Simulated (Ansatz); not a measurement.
# Structure relaxation, CdAs

The relaxed structure here is a generated cell of CdAs: the first start was made by placing the elements on the sites of a structure type, and the end was not matched to a known phase here, so it may be hypothetical.

The start is a generated trial cell of CdAs in the AFLOW prototype AB_cI16_199_a_a (B_a). A full variable-cell relaxation at zero pressure is run with PBE (plane waves to 420 eV, PAW, scalar-relativistic; Ansatz, a quantum-chemistry and plane-wave program). The first steps use a coarse 5×5×5 k-mesh.

Starting cell:
```
CELL_PARAMETERS angstrom
     -3.63567     3.63567     3.63567
      3.63567    -3.63567     3.63567
      3.63567     3.63567    -3.63567
ATOMIC_POSITIONS crystal
  As 0.91200 0.91200 0.91200
  As 0.50000 0.00000 0.58800
  As 0.00000 0.58800 0.50000
  As 0.58800 0.50000 0.00000
  Cd 0.43060 0.43060 0.43060
  Cd 0.50000 0.00000 0.06940
  Cd 0.00000 0.06940 0.50000
  Cd 0.06940 0.50000 0.00000
```

### Question
What pressure does the first self-consistent step give?

### Answer
-5 GPa (negative: the cell is under tension).

### Question
Which atoms feel the largest initial force, and how large is it?

### Answer
About 0.5 eV/Å, on As1, As2, As3, As4 (atoms numbered as listed).

### Question
How much energy is released per atom?

### Answer
0.07 eV/atom.

### Question
How does the volume per atom move from start to end?

### Answer
-3.8 %, from 24.03 to 23.11 Å³/atom.

### Question
How do the shortest distances between atoms change?

### Answer
The closest pairs of elements (up to four, under 3.6 Å), start → end: As–As 3.06 → 2.76 Å; As–Cd 3.03 → 2.87 Å; Cd–Cd 3.17 → 2.94 Å.

### Question
Write out the relaxed structure.

### Answer

Space group I2₁3 (No. 199); a = b = c = 7.1772 Å, α = β = γ = 90.00°

| atom | site | symmetry | x | y | z |
|---|---|---|---|---|---|
| As | 8a | .3. | 0.4285 | 0.4285 | 0.4285 |
| Cd | 8a | .3. | 0.1979 | 0.1979 | 0.1979 |
(The calculation used a cell of 8 atoms; values per cell refer to that cell.)

The space group stays I2₁3 (No. 199) (the run could not lower it); the end is AFLOW prototype AB_cI16_199_a_a (B_a), with 8 atoms in the primitive cell. Final values are on a 9×9×9 k-mesh of the relaxed cell. No spin polarisation in the result.

The run could not lose the symmetry of its start: the end is stationary, and may be a saddle point rather than a minimum.
